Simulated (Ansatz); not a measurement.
This guess for BP2 is about to be relaxed.

```cif
data_structure
_symmetry_space_group_name_H-M 'P4/nmm:1'
_symmetry_Int_Tables_number 129
_cell_length_a 3.3826
_cell_length_b 3.3826
_cell_length_c 6.8955
_cell_angle_alpha 90.000
_cell_angle_beta 90.000
_cell_angle_gamma 90.000
_cell_volume 78.90
loop_
_atom_site_label
_atom_site_type_symbol
_atom_site_symmetry_multiplicity
_atom_site_Wyckoff_symbol
_atom_site_fract_x
_atom_site_fract_y
_atom_site_fract_z
_atom_site_occupancy
B1 B 2 c 0.00000 0.50000 0.72692 1
P1 P 2 a 0.50000 0.50000 0.00000 1
P2 P 2 c 0.50000 0.00000 0.62967 1
```

The calculation used DFT PBE, scalar-relativistic, plane waves, PAW in Ansatz 0.2.0. Cutoff 420 eV, Gaussian smearing, Γ-centred meshes. Cell and atoms relax first on a coarse mesh and then on a finer one. In between, the cell is made exact in the group found at 0.06 Å. In metals the finer mesh still leaves noise of several meV/atom or more. The steps can't lower the symmetry of their start. No spin polarisation.

A guess keeps its type if space group and coordination stay and the shape of the cell changes little (axis ratios within about 15 %, angles within 6°); the volume may change.

Question: Does it keep its structure type, or change into something else?

Answer: It doesn't keep its type. The symmetry stays P4/nmm (No. 129). The volume per atom grows by 14.2 %, from 13.1 to 15.0 Å³. The shortest distance goes from 2.39 Å (P–P) to 1.97 Å (B–P). The ratio c/a of the conventional cell changes by a factor of 1.46. Counting neighbours within 15 % of an atom's shortest distance, the start has B 9, P 5/8 and the end B 5, P 4/5. In detail, at the end B is surrounded by 1 P at 1.97 Å and 4 P at 2.22 Å; P on a site of symmetry -4m2 is surrounded by 4 P at 2.21 Å; around P on a site of symmetry 4mm lie 1 B at 1.97 Å and 4 B at 2.22 Å.

```xyz
6
Lattice="3.1203 0.0000 0.0000 0.0000 3.1203 0.0000 0.0000 0.0000 9.2579" Properties=species:S:1:pos:R:3 pbc="T T T"
B     0.0000    1.5601    5.4940
B     1.5601    0.0000    3.7639
P     1.5601    1.5601    0.0000
P     0.0000    0.0000    0.0000
P     1.5601    0.0000    5.7344
P     0.0000    1.5601    3.5235
```

The last run used a 12×12×4 mesh (in the run's order of axes) for its 6-atom cell and Gaussian smearing of 0.10 eV. Weakly bound directions are ill-defined at this level, which has no dispersion term. Symmetry constrained the relaxation, so the result can be a saddle point.

In counts of neighbours, a slash parts the counts of unlike sites.
